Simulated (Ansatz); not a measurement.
BAs:
```
CELL_PARAMETERS angstrom
      0.00000     2.40466     2.40466
      2.40466     0.00000     2.40466
      2.40466     2.40466     0.00000
ATOMIC_POSITIONS crystal
  B  0.75000 0.75000 0.75000
  As 0.00000 0.00000 0.00000
```

Relaxed with PBE. Special points in fractions of this cell's reciprocal vectors: Γ (0.000, 0.000, 0.000); X (0.500, 0.000, 0.500); U (0.625, 0.250, 0.625); K (0.375, 0.375, 0.750); L (0.500, 0.500, 0.500); W (0.500, 0.250, 0.750).

Problem. List the band energies nearest the valence-band maximum at these points for PBE in the plane-wave PAW code Ansatz.

Solution. In eV from the valence-band maximum; about four levels below and three above (degenerate sets whole), none deeper than 8.9 eV; … stands for higher levels left out; points with the same levels are listed once.

| k | below | above |
|---|---|---|
| Γ | 0.00 0.00 0.00 | 3.25 3.25 3.25 |
| X | -8.41 -3.99 -3.99 | 1.46 1.47 … |
| U | -8.04 -5.81 -3.41 | 2.06 5.50 9.10 |
| L | -8.63 -1.79 -1.79 | 2.57 4.77 4.77 |
| W | -7.96 -5.36 -5.07 | 5.26 5.83 6.77 |

Space group F-43m (zinc blende). The cell was relaxed with PBE under the symmetry of its start. Scalar-relativistic: spin–orbit coupling is off unless named, which matters more the heavier the elements.

Potentials: the earlier of the program's two PAW sets.
